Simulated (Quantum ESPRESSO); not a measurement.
# RuGa3Zr2Hf2: input and log of a self-consistent run

Simulated, not a measurement. The program is pw.x of Quantum ESPRESSO 7.5 (plane-wave density functional theory). The cell is made up: eight metal atoms on a hexagonal close-packed lattice, with elements, volume, strain and displacements drawn at random and not relaxed, so it may be unstable or far from any real phase. PseudoDojo standard norm-conserving files set the functional (PBE unless stated); there is no spin polarisation or spin-orbit coupling, the Fermi-Dirac width of 0.25 eV means electrons at about 2900 K, and the masses in the input are unused placeholders. Heavy elements are run without spin-orbit coupling, which real alloys of them have. A spin test at this wide smearing found no moment, but such smearing suppresses magnetism that the real alloy may have.

Input:

```
&control calculation='scf', pseudo_dir='./dojo.nc.sr.pbe.v0_5.standard.upf', outdir='./o', disk_io='minimal', tprnfor=.true., tstress=.true. /
&system ibrav=0, nat=8, ntyp=4, nbnd=66, ecutwfc=84.00895049, nosym=.true., tot_charge=0,
 occupations='smearing', smearing='fd', degauss=0.0183746611
/
&electrons conv_thr=1.470e-08, electron_maxstep=70, mixing_beta=0.5 /
ATOMIC_SPECIES
Ga 1.0 Ga.upf
Hf 1.0 Hf.upf
Ru 1.0 Ru.upf
Zr 1.0 Zr.upf
CELL_PARAMETERS angstrom
-3.1688 0.0 0.0
0.0 0.0 -4.9712
0.0 -10.9772 0.0
ATOMIC_POSITIONS angstrom
Ru -0.0639 -0.0494 0.0068
Ga -0.0589 -5.5097 0.1123
Ga 0.008 -3.604 -2.4514
Zr 0.069 -9.1058 -2.5447
Hf -1.6163 -2.7275 0.0015
Zr -1.5726 -8.2375 0.0485
Ga -1.563 -0.8413 -2.5003
Hf -1.6137 -6.509 -2.4385
K_POINTS automatic
7 5 2 1 1 1
```

The log is shortened where brackets say so; the opening notice, blank lines, dates and the lines on written files are dropped, and the path of the files is cut. It prints rydbergs, bohrs and kilobars, and counts compression as positive stress. Its total energy is the free energy E - TS of the whole cell.

```
     Program PWSCF v.7.5
     Parallel version (MPI & OpenMP), running on       4 processor cores
     Number of MPI processes:                 4
     Threads/MPI process:                     1
     [start-up lines left out]
     bravais-lattice index     =            0
     lattice parameter (alat)  =       5.9882  a.u.
     unit-cell volume          =    1166.9285 (a.u.)^3
     number of atoms/cell      =            8
     number of atomic types    =            4
     number of electrons       =       103.00
     number of Kohn-Sham states=           66
     kinetic-energy cutoff     =      84.0090  Ry
     charge density cutoff     =     336.0358  Ry
     scf convergence threshold =      1.5E-08
     mixing beta               =       0.5000
     number of iterations used =            8  plain     mixing
     Exchange-correlation= PBE
                           (   1   4   3   4   0   0   0)
     [axes and pseudopotential details left out]
   Cartesian axes
     site n.     atom                  positions (alat units)
         1        Ru     tau(   1) = (  -0.0201654  -0.0155895   0.0021459  )
         2        Ga     tau(   2) = (  -0.0185875  -1.7387339   0.0354393  )
         3        Ga     tau(   3) = (   0.0025246  -1.1373391  -0.7736052  )
         4        Zr     tau(   4) = (   0.0217748  -2.8735799  -0.8030485  )
         5        Hf     tau(   5) = (  -0.5100669  -0.8607359   0.0004734  )
         6        Zr     tau(   6) = (  -0.4962762  -2.5995645   0.0153055  )
         7        Ga     tau(   7) = (  -0.4932467  -0.2654948  -0.7890369  )
         8        Hf     tau(   8) = (  -0.5092464  -2.0540899  -0.7695342  )
     number of k points=    35  Fermi-Dirac smearing, width (Ry)=  0.0184
                       cart. coord. in units 2pi/alat
        k(    1) = (  -0.0714286  -0.0721678  -0.0637432), wk =   0.0571429
        k(    2) = (  -0.0714286   0.0721678  -0.0637432), wk =   0.0571429
     [further k points left out]
     Dense  grid:   121461 G-vectors     FFT dimensions: (  36,  60, 125)
     Estimated max dynamical RAM per process >     349.01 MB
     Estimated total dynamical RAM >       1.28 GB
     Initial potential from superposition of free atoms
     starting charge     102.9828, renormalised to     103.0000
     Starting wfcs are   77 randomized atomic wfcs
     total cpu time spent up to now is        7.8 secs
     per-process dynamical memory:   256.3 Mb
     Self-consistent Calculation
     iteration #  1     ecut=    84.01 Ry     beta= 0.50
     Davidson diagonalization with overlap
     ethr =  1.00E-02,  avg # of iterations =  2.1
     total cpu time spent up to now is       24.2 secs
     total energy              =   -1085.50410743 Ry
     estimated scf accuracy    <       5.43938262 Ry
     iteration #  2     ecut=    84.01 Ry     beta= 0.50
     Davidson diagonalization with overlap
     ethr =  5.28E-03,  avg # of iterations =  6.9
     total cpu time spent up to now is       47.1 secs
     total energy              =   -1084.94480890 Ry
     estimated scf accuracy    <     128.15308679 Ry
     iteration #  3     ecut=    84.01 Ry     beta= 0.50
     Davidson diagonalization with overlap
     ethr =  5.28E-03,  avg # of iterations =  5.2
     total cpu time spent up to now is       67.9 secs
     total energy              =   -1088.63206819 Ry
     estimated scf accuracy    <      12.65449714 Ry
     iteration #  4     ecut=    84.01 Ry     beta= 0.50
     Davidson diagonalization with overlap
     ethr =  5.28E-03,  avg # of iterations =  3.1
     total cpu time spent up to now is       83.4 secs
     total energy              =   -1089.22622601 Ry
     estimated scf accuracy    <       5.74002442 Ry
     iteration #  5     ecut=    84.01 Ry     beta= 0.50
     Davidson diagonalization with overlap
     ethr =  5.28E-03,  avg # of iterations =  1.0
     total cpu time spent up to now is       96.6 secs
     total energy              =   -1089.23466063 Ry
     estimated scf accuracy    <       3.14735391 Ry
     [iterations 6 to 12 left out]
     iteration # 13     ecut=    84.01 Ry     beta= 0.50
     Davidson diagonalization with overlap
     ethr =  3.73E-07,  avg # of iterations =  1.0
     total cpu time spent up to now is      230.0 secs
     total energy              =   -1089.17625576 Ry
     estimated scf accuracy    <       0.00001913 Ry
     iteration # 14     ecut=    84.01 Ry     beta= 0.50
     Davidson diagonalization with overlap
     ethr =  1.86E-08,  avg # of iterations =  5.0
     total cpu time spent up to now is      246.9 secs
     total energy              =   -1089.17625843 Ry
     estimated scf accuracy    <       0.00000429 Ry
     iteration # 15     ecut=    84.01 Ry     beta= 0.50
     Davidson diagonalization with overlap
     ethr =  4.16E-09,  avg # of iterations =  2.1
     total cpu time spent up to now is      260.9 secs
     total energy              =   -1089.17625856 Ry
     estimated scf accuracy    <       0.00000197 Ry
     iteration # 16     ecut=    84.01 Ry     beta= 0.50
     Davidson diagonalization with overlap
     ethr =  1.91E-09,  avg # of iterations =  1.6
     total cpu time spent up to now is      274.6 secs
     total energy              =   -1089.17625868 Ry
     estimated scf accuracy    <       0.00000035 Ry
     iteration # 17     ecut=    84.01 Ry     beta= 0.50
     Davidson diagonalization with overlap
     ethr =  3.39E-10,  avg # of iterations =  2.9
     total cpu time spent up to now is      289.3 secs
     End of self-consistent calculation
     [lines on levels left out]
!    total energy              =   -1089.17625871 Ry
     estimated scf accuracy    <       0.00000001 Ry
     smearing contrib. (-TS)   =      -0.12946452 Ry
     internal energy E=F+TS    =   -1089.04679418 Ry
     The total energy is F=E-TS. E is the sum of the following terms:
     one-electron contribution =    -334.37685710 Ry
     hartree contribution      =     228.68233205 Ry
     xc contribution           =    -256.35717745 Ry
     ewald contribution        =    -726.99509169 Ry
     convergence has been achieved in  17 iterations
     Forces acting on atoms (cartesian axes, Ry/au):
     atom    1 type  3   force =    -0.00309229   -0.00631832   -0.00010798
     atom    2 type  1   force =     0.00226120    0.00252457   -0.00608876
     atom    3 type  1   force =    -0.00281192   -0.00115763   -0.00202070
     atom    4 type  4   force =    -0.00925849   -0.07190338    0.02128664
     atom    5 type  2   force =     0.00125577    0.02265962    0.00015851
     atom    6 type  4   force =     0.00553294   -0.00687875   -0.02345645
     atom    7 type  1   force =     0.00254070    0.00826394    0.00063978
     atom    8 type  2   force =     0.00357210    0.05280995    0.00958896
     Total force =     0.099661     Total SCF correction =     0.000334
     Computing stress (Cartesian axis) and pressure
          total   stress  (Ry/bohr**3)                   (kbar)     P=      -92.16
  -0.00055575   0.00002592  -0.00000038          -81.75        3.81       -0.06
   0.00002592  -0.00075005  -0.00004047            3.81     -110.34       -5.95
  -0.00000038  -0.00004047  -0.00057360           -0.06       -5.95      -84.38
     init_run     :      7.35s CPU      7.64s WALL (       1 calls)
     electrons    :    280.05s CPU    281.57s WALL (       1 calls)
     forces       :      2.37s CPU      2.40s WALL (       1 calls)
     stress       :      8.46s CPU      8.65s WALL (       1 calls)
     [timing details left out]
     PWSCF        :   4m58.45s CPU   5m 0.53s WALL
     JOB DONE.
```

In other units: free energy -14818.998 eV for the cell, pressure -9.22 GPa, largest force component 1.849 eV/Å in size. The run took 302 s of wall time with four MPI processes on a shared machine (Intel Xeon, older, virtual cores), so the time is rough. A rerun of this cell at a higher cutoff and on a denser mesh moved values by no more than 0.007 eV in energy, 0.16 GPa in stress and 0.020 eV/Å in force, and a second program with other atomic files agreed on that cell to 2 % rms in force and 0.5 GPa in pressure.